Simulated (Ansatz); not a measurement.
TaNO in space group Imma (No. 74; Ta on 4e, N on 4e, O on 4e), DFT-PBEsol in the program Ansatz with PAW potentials. The conduction-band minimum lies at Γ, with 1 equivalent valley. Second derivatives d²E/dk² of the lowest band at one valley (eV·Å²), along Cartesian directions:

```json
[
 {"direction": "[100]", "d²E/dk²": "22.41"},
 {"direction": "[010]", "d²E/dk²": "76.30"},
 {"direction": "[001]", "d²E/dk²": "3.070"},
 {"direction": "[110]", "d²E/dk²": "49.38"},
 {"direction": "[101]", "d²E/dk²": "12.74"},
 {"direction": "[011]", "d²E/dk²": "39.76"}
]
```

Question: Find the principal effective masses, the density-of-states mass and the conductivity mass.

Answer: Off-diagonal terms follow from H_xy = H[110] − (H_xx + H_yy)/2, and m*/mₑ = 7.620 eV·Å² over each eigenvalue: 0.100, 0.34, 2.5. One valley's DOS mass (m₁m₂m₃)^(1/3) = 0.44, conductivity mass 3/(Σ 1/mᵢ) = 0.22 mₑ.

Question: What effective density of states Nc follows at 300 K for parabolic valleys?

Answer: Nc = 2.509e19 × 1 × (0.44)^(3/2) ≈ 7.3e18 cm⁻³.

The start of the workflow was typed in or built on a structure type; neither database checked (COD, Materials Project) lists it. COD files the formula under space group No. 12, 14, 191. Its standing as an ambient phase is unchecked. The PBEsol relaxation kept the symmetry of its start; its stability against distortions is not shown here. The run is not spin-polarised. Spin–orbit coupling is left out wherever it is not named.

Potentials: the earlier of the program's two PAW sets. The files were generated under PBE; for other functionals the program regenerates the frozen cores, and for LDA and PBEsol the local potential too.

Edges and masses are those of Kohn–Sham bands, whose gap is no quasiparticle gap.
